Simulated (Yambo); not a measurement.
G0W0@PBEsol for LiTaF6 (space group R-3, No. 148) in Yambo. Reference settings: 2×2×2 Γ-centred k mesh, bands 2 to 160 and a 7 Ry block in the screening, 160 bands in G with the Bruneval-Gonze terminator, plasmon pole fitted at 27.2 eV. The PBEsol gap Γ → L on this mesh is 6.46 eV; G0W0 gaps are taken between the same points.

The settings were changed. The gap went from 11.15 eV to 11.25 eV, and the shift of the valence edge from -2.17 eV to -2.14 eV.

**Question.** Which change was made?
A. 106 bands in W, 106 bands in G
B. 67 bands in W, 67 bands in G
C. pole fitted at 10 eV
D. 67 bands in G, no terminator

**Answer.** A, 106 bands in W, 106 bands in G. The others gave (gap, valence shift): pole fitted at 10 eV: 11.03, -2.05 eV; 67 bands in G, no terminator: 11.46, -1.68 eV; 67 bands in W, 67 bands in G: 11.44, -2.11 eV.

Spin-orbit coupling is not included.

Geometry of the Materials Project entry, not relaxed at this level; primitive cell a = 5.421 Å, b = 5.421 Å, c = 5.421 Å, α = 56.95°, β = 56.95°, γ = 56.95°.

The structure is a Materials Project entry; no match was found in the copy of COD used, and its stability was not checked.

A shift is the quasiparticle energy of the state minus its PBEsol energy.
